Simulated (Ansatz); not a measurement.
YIn3:
Space group Pm-3m (No. 221); a = b = c = 4.616 Å, α = β = γ = 90.00°

```json
[
 {"atom": "Y", "site": "1a", "symmetry": "m-3m", "x": "0.0000", "y": "0.0000", "z": "0.0000"},
 {"atom": "In", "site": "3c", "symmetry": "4/mm.m", "x": "0.0000", "y": "0.5000", "z": "0.5000"}
]
```

Relaxed with r²SCAN.

Question: Tabulate the valence density and the electron localisation function along the shortest Y–In contact (3.26 Å), r²SCAN in the plane-wave PAW code Ansatz.

Answer: 

```
distance from Y (Å)  density (e/Å³)   ELF
-------------------  --------------  ----
0.33                           3.67  0.69
0.49                           3.32  0.83
0.65                           2.31  0.86
0.82                           1.28  0.80
0.98                           0.61  0.57
1.14                           0.29  0.23
1.31                           0.17  0.10
1.47                           0.13  0.13
1.63                           0.14  0.26
1.80                           0.16  0.37
1.96                           0.21  0.34
2.12                           0.32  0.27
2.28                           0.55  0.27
2.45                           1.16  0.27
2.61                           2.60  0.17
2.77                           5.12  0.05
2.94                           8.48  0.01
```

The density is the valence pseudo-density with augmentation charge, so density and ELF within about 1 Å of a nucleus are not all-electron values.

The workflow started from an entry of the Crystallography Open Database (COD). Its standing as an ambient phase is unchecked. The cell was relaxed with r²SCAN under the symmetry of its start; whether a distortion lowers the energy is not shown. No spin polarisation was allowed.

Potentials: the later of the program's two PAW sets.
